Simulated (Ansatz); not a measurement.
# ZrHBr: energy from the work of forces and stress

```
Zr H Br
1.0
     3.45098    0.00000    0.00000
    -1.72549    2.98863    0.00000
     0.00000    0.00000   10.22842
Zr H Br
2 2 2
Direct
  0.33333 0.66667 0.64399
  0.66667 0.33333 0.35601
  0.33333 0.66667 0.44163
  0.66667 0.33333 0.55837
  0.33333 0.66667 0.16881
  0.66667 0.33333 0.83119
```

These are results of DFT PBEsol, scalar-relativistic, plane waves, PAW in Ansatz, not measurements.

Plane waves to 420 eV, a k mesh through Γ of 12×12×4 on the computed 6-atom cell and Gaussian smearing (0.10 eV); no spin polarisation.

At the start the stress (GPa, compression positive, xx yy zz yz xz xy) is -4.22 -4.22 -4.27 0.00 0.00 0.00 and the forces (eV/Å) are Zr1 (0.00, 0.00, 0.04); Zr2 (0.00, 0.00, -0.04); H3 (0.00, 0.00, 0.00); H4 (0.00, 0.00, 0.00); Br5 (0.00, 0.00, 0.44); Br6 (0.00, 0.00, -0.44). Each variant moves atoms by u and then strains the cell by ε, so an atom ends at (r + u)(1 + ε); shears are tensor components, each standing twice in ε. The starting volume is 105.49 Å³.

Variant 1: no strain, moves (Å) H3 (0.013, 0.037, 0.081). There the stress is -4.37 -4.28 -3.81 -0.02 0.00 -0.01 GPa and the forces (eV/Å) are Zr1 (0.01, 0.04, 0.30); Zr2 (0.01, 0.05, 0.10); H3 (-0.03, -0.09, -0.49); H4 (0.00, 0.00, 0.03); Br5 (0.00, 0.00, 0.49); Br6 (0.00, -0.01, -0.44).

Variant 2: strain (xx yy zz yz xz xy, %) 0.88 0.88 9.88 0.00 0.00 0.00, moves (Å) Zr1 (0.000, 0.000, -0.355); Zr2 (0.000, 0.000, 0.355); H3 (0.000, 0.000, 0.167); H4 (0.000, 0.000, -0.167); Br5 (0.000, 0.000, 0.183); Br6 (0.000, 0.000, -0.183). There the stress is -2.45 -2.45 -0.49 0.00 0.00 0.00 GPa and the forces (eV/Å) are Zr1 (0.00, 0.00, 5.21); Zr2 (0.00, 0.00, -5.21); H3 (0.00, 0.00, -2.81); H4 (0.00, 0.00, 2.81); Br5 (0.00, 0.00, 2.22); Br6 (0.00, 0.00, -2.22).

Variant 3: strain (xx yy zz yz xz xy, %) 4.81 4.81 -4.20 0.00 0.00 0.00, moves (Å) Zr1 (0.000, 0.000, -0.145); Zr2 (0.000, 0.000, 0.145); H3 (0.000, 0.000, -0.007); H4 (0.000, 0.000, 0.007); Br5 (0.000, 0.000, 0.095); Br6 (0.000, 0.000, -0.095). There the stress is -7.15 -7.15 3.19 0.00 0.00 0.00 GPa and the forces (eV/Å) are Zr1 (0.00, 0.00, 1.55); Zr2 (0.00, 0.00, -1.55); H3 (0.00, 0.00, -0.73); H4 (0.00, 0.00, 0.73); Br5 (0.00, 0.00, 0.41); Br6 (0.00, 0.00, -0.41).

Variant 4: strain (xx yy zz yz xz xy, %) 2.90 2.90 5.90 0.00 0.00 0.00, moves (Å) Zr1 (0.000, 0.000, -0.414); Zr2 (0.000, 0.000, 0.414); H3 (0.000, 0.000, 0.075); H4 (0.000, 0.000, -0.075); Br5 (0.000, 0.000, -0.105); Br6 (0.000, 0.000, 0.105). There the stress is -1.72 -1.72 -3.39 0.00 0.00 0.00 GPa and the forces (eV/Å) are Zr1 (0.00, 0.00, 5.44); Zr2 (0.00, 0.00, -5.44); H3 (0.00, 0.00, -3.27); H4 (0.00, 0.00, 3.27); Br5 (0.00, 0.00, 2.43); Br6 (0.00, 0.00, -2.43).

Problem. Estimate each change of free energy from forces and stresses by the trapezoid rule along the path (r + tu)(1 + tε), t from 0 to 1, and compare with the computed change.

Solution. The derivative of the energy along the path is −F·u(1 + tε) for the atoms and −V σ(1 + tε)⁻¹ : ε for the cell, with F, σ and V taken at t (σ positive in compression; 1 eV/Å³ = 160.2 GPa). Averaging t = 0 and t = 1 gives, in meV per atom:
```tsv
variant	work on atoms	work on cell	sum	computed
1	3.6	0.0	3.6	3.5
2	339.0	32.6	371.6	327.2
3	22.7	58.3	81.1	80.7
4	494.8	44.8	539.5	580.5
```

The rule is exact for a quadratic energy surface and overshoots a term ct³ by c/2, so the difference between the last two columns measures the net anharmonic part along the path (terms of opposite sign can cancel, and the finite basis adds a little): 0 to 14 % here.

Each cell of ZrHBr holds layers, and where no dispersion correction was added their binding is poorly described.